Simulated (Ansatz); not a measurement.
The calculation used DFT PBE, scalar-relativistic, plane waves, PAW, and for the lanthanide a 4f-in-core norm-conserving potential (Ansatz). Settings: cutoff 770 eV, Γ-centred meshes spaced at most about 0.3 Å⁻¹, and about 0.25 Å⁻¹ or finer for metals (2π included), Gaussian smearing. No spin polarisation in the final relaxations.

These are static total energies at zero pressure.

Two relaxed structures of ErP5:

A.

```cif
data_structure
_symmetry_space_group_name_H-M 'P6/mmm'
_symmetry_Int_Tables_number 191
_cell_length_a 4.7975
_cell_length_b 4.7975
_cell_length_c 9.4714
_cell_angle_alpha 90.000
_cell_angle_beta 90.000
_cell_angle_gamma 120.000
_cell_volume 188.79
loop_
_atom_site_label
_atom_site_type_symbol
_atom_site_symmetry_multiplicity
_atom_site_Wyckoff_symbol
_atom_site_fract_x
_atom_site_fract_y
_atom_site_fract_z
_atom_site_occupancy
Er1 Er 1 b 0.00000 0.00000 0.50000 1
P1 P 2 d 0.33333 0.66667 0.50000 1
P2 P 2 e 0.00000 0.00000 0.79468 1
P3 P 1 a 0.00000 0.00000 0.00000 1
```

B.

```cif
data_structure
_symmetry_space_group_name_H-M 'P6/mmm'
_symmetry_Int_Tables_number 191
_cell_length_a 4.7033
_cell_length_b 4.7033
_cell_length_c 5.3327
_cell_angle_alpha 90.000
_cell_angle_beta 90.000
_cell_angle_gamma 120.000
_cell_volume 102.16
loop_
_atom_site_label
_atom_site_type_symbol
_atom_site_symmetry_multiplicity
_atom_site_Wyckoff_symbol
_atom_site_fract_x
_atom_site_fract_y
_atom_site_fract_z
_atom_site_occupancy
Er1 Er 1 b 0.00000 0.00000 0.50000 1
P1 P 4 h 0.66667 0.33333 0.78992 1
P2 P 1 a 0.00000 0.00000 0.00000 1
```

Question: Which would you expect to be lower, and how large is the difference?

Answer: B is lower, by 0.46 eV/atom. A has space group P6/mmm (No. 191), 31.5 Å³/atom and no gap on its mesh; B has space group P6/mmm (No. 191), 17.0 Å³/atom and no gap. Counting P atoms around Er (those within 1.25 times the shortest such distance or 1.15 times the sum of covalent radii, 1.27 where that leaves under three; a plus sign parts nearer from farther groups), A has Er 8 and B has Er 2+12. A holds P–P units of three or more atoms (shortest 1.94 Å); B holds P–P pairs (shortest 2.24 Å). The denser one is the lower, and pressure would at first widen the difference. In A, Er has 8 P at 2.77–2.79 Å; around P on a site of symmetry -6m2 lie 3 Er at 2.77 Å and 3 P at 2.77 Å; P on a site of symmetry 6mm is surrounded by 1 P at 1.94 Å and 1 Er at 2.79 Å; 1 more site not described. In B, Er is surrounded by 2 P at 2.67 Å and 12 P at 3.12 Å; P on a site of symmetry 3m has 1 P at 2.24 Å, 3 P at 2.72 Å, 3 P at 2.94 Å, 1 P at 3.09 Å and 3 Er at 3.12 Å; around P on a site of symmetry 6/mmm lie 2 Er at 2.67 Å and 12 P at 2.94 Å. Both come from invented guesses.

Cells relaxed within their symmetry can be saddle points.

The lanthanide is trivalent by construction, without f bands, f moments or other valences.
